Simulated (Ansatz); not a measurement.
Relaxed polymorphs of Au. Method: r2SCAN (plane waves to 500 eV, PAW, scalar-relativistic; Ansatz, a first-principles code). One row is withheld; estimate it from its structure type, its coordination and the trend of the others.

```csv
structure,coordination,E − E(first row) (eV/atom),V (Å³/atom)
"Fm-3m, cF4, fcc (Cu type)",Au 12 (cuboctahedral),0.00,17.55
"R-3m, hR2",–,0.04,18.27
"Im-3m, cI2, bcc (W type)",Au 8 (cubic)+6,0.02,17.58
"P6₃/mmc, hP2, hcp (Mg type)",Au 12 (anticuboctahedral),0.01,17.59
"Fddd, oF8, AFLOW prototype A_oF8_70_a",–,0.03,17.80
"P6/mmm, hP1, AFLOW prototype A_hP1_191_a (A_f, as in Sn)",–,0.06,18.82
"R-3m, hR3, AFLOW prototype A_hR3_166_ac (C19, as in Sm)",–,0.00,17.55
"I4/mmm, tI2, AFLOW prototype A_tI2_139_a (A_a)",–,___,___
```

Problem. Some entries are withheld; supply them.

Solution. 
- I4/mmm, tI2, AFLOW prototype A_tI2_139_a (A_a), E − E(first row) (eV/atom): 0.01
- I4/mmm, tI2, AFLOW prototype A_tI2_139_a (A_a), V (Å³/atom): 17.72

The withheld cell: I4/mmm (No. 139), tI2, AFLOW prototype A_tI2_139_a (A_a); a = b = 3.504 Å, c = 2.887 Å, α = β = γ = 90.00°; Au 2a (0.000, 0.000, 0.000). Coordination numbers (neighbours up to the widest gap in distance over summed covalent radii, below 1.35; n+m marks a second, longer set).

Each run could gain symmetry but not lose that of its start, so entries can be saddle points. From databases, or of a type measured for this composition: Fm-3m, cF4, fcc (Cu type); P6₃/mmc, hP2, hcp (Mg type); the others are generated cells (placed on structure types, drawn at random, substituted or restacked) that were not matched to a known phase here. Energies are at zero temperature and pressure, without zero-point motion. No spin polarisation in the result.
